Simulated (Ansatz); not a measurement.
BN (zinc blende, space group No. 216), DFT-PBE in the program Ansatz with PAW potentials, all energies at zero smearing, with the estimated change up to a 700 eV cutoff added, with one set of potentials and settings (totals compare only within such a set). Cell of 2 atoms (1 B, 1 N): -542.285 eV.

```tsv
element	reference phase	E (eV/atom)
B	R-3m, 12 atoms in the cell	-155.9170
N	Pa-3, 8 atoms in the cell	-384.0342
```

Formation energy per atom, worked out: (-542.285 − 1×(-155.9170) − 1×(-384.0342))/2 = -1.167 eV/atom (-113 kJ per mol of atoms), at 0 K, without zero-point energy or fitted corrections.

Space group F-43m (zinc blende). The cell was relaxed with PBE under the symmetry of its start. The references are the lowest solids computed at this level, not always the standard phases (solids in place of the gases).

Potentials: the earlier of the program's two PAW sets.
